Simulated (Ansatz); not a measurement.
Property card for CoSi2

CoSi2:
```yaml
crystal:
  lattice:
    - [4.11912, 0.00000, 0.00000]
    - [-2.05956, 3.56726, 0.00000]
    - [0.00000, 0.00000, 2.47782]
  atoms:
    - { symbol: Co, position: [0.00000, 0.00000, 0.00000] }
    - { symbol: Si, position: [0.33333, 0.66667, 0.50000] }
    - { symbol: Si, position: [0.66667, 0.33333, 0.50000] }
```

Space group P6/mmm (No. 191); conventional cell a = 4.1191 Å, b = 4.1191 Å, c = 2.4778 Å, α = 90.00°, β = 90.00°, γ = 120.00°.

Method: DFT-PBEsol in the program Ansatz with PAW potentials. Structure relaxed to zero pressure with the same functional. Other levels are named where they apply.

Cell and energy:

```
Item                                                            Value
-----------------------------------------------------  --------------
Volume per atom                                              12.14 Å³
Density                                                    5.25 g/cm³
Formation energy from the elements (no fitted shifts)  22 kJ/mol-atom
```

Electronic structure:

```
Item                                                                       Result
------------------------------------  -------------------------------------------
Electronic character                                            metallic (no gap)
Density of states at the Fermi level  1.1 states/eV per atom (mean over ±0.08 eV)
```

Magnetism:

```
Quantity                                           Value
--------------  ----------------------------------------
Magnetic order  non-magnetic (starting moments vanished)
```

Mechanics:

```
Property                                                                                  Value
-------------------------------------  --------------------------------------------------------
Bulk modulus (Birch–Murnaghan fit)                                                      162 GPa
Pressure derivative B′                                                                      4.5
Elastic constants (relaxed ions, GPa)  C11 = 132, C12 = 246, C13 = 93.3, C33 = 334, C44 = -84.0
Mechanical stability                                     unstable (C has a negative eigenvalue)
```

Phonons:

```
Item                                                     Result
-----------------------------  --------------------------------
Highest zone-centre frequency                          48.7 meV
Zone-centre stability          unstable, softest mode 149i cm⁻¹
```

The cell is a constructed one: a structure type filled with these elements; neither database checked (COD, Materials Project) lists it. It is not the phase usual at ambient conditions (space group No. 225). The PBEsol relaxation kept the symmetry of its start. The workflow began spin-polarised and lost its moments. The cell computed holds one magnetic atom, so no antiferromagnetic order was within reach. As this level gives no gap, shear constants depend on the k-mesh and smearing (Fermi–Dirac, 0.1 eV here). As this level gives no gap, phonon frequencies hold no LO–TO term and depend on the k-mesh and smearing (Fermi–Dirac, 0.1 eV here). The references are the lowest solids computed at this level, not always the standard phases.

Potentials: the earlier of the program's two PAW sets. The files were generated under PBE; for other functionals the program regenerates the frozen cores, and for LDA and PBEsol the local potential too.
